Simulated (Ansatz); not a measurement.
What DFT gives for SrLi2SnSe4

```
CELL_PARAMETERS angstrom
-3.43202 3.43202 4.08091
3.43202 -3.43202 4.08091
3.43202 3.43202 -4.08091
ATOMIC_POSITIONS crystal
Sn 0.00000 0.00000 0.00000
Sr 0.50000 0.50000 0.00000
Li 0.25000 0.75000 0.50000
Li 0.75000 0.25000 0.50000
Se 0.03526 0.03526 0.41320
Se 0.96474 0.37794 0.00000
Se 0.62206 0.62206 0.58680
Se 0.37794 0.96474 0.00000
```

The numbers come from plane-wave PAW DFT (Ansatz): r2SCAN, no spin polarisation, 500 eV, 5×5×5 Γ-centred k points, cold occupations (width 0.0134 eV). Nothing was relaxed.

- Forces: The largest is on Se5 (and as large on other atoms): 0.86 eV/Å, components (0.51, 0.51, -0.48). It makes 179° with the line to a nearest neighbour, Sn1 at 2.44 Å, pointing away from it.
- Electronic structure: The gap is 2.41 eV, direct at the points sampled.
- Band edges: Within 0.7 eV of the edges, the states project mainly on Se p (95 %) below the gap and on Se p (45 %) and Sn s (30 %) above it.
- Charges: Bader charges in e: Sr +1.55, Li +0.88, Sn +1.37, Se -1.17. In the mean Sr gives up most and Se takes most.
- Formation energy: -1.30 eV an atom against the elements' usual phases (free molecules for gases, crystals otherwise, with no correction for O₂ or N₂), so it is bound against them; other compounds may still compete. Relaxing would lower it.

Origin: a known structure type with other elements, at an estimated volume, so it need not be a known compound. Caveats: no spin-orbit coupling, which can shift this gap by tenths of an eV; the mesh misses a band edge that the path finds.
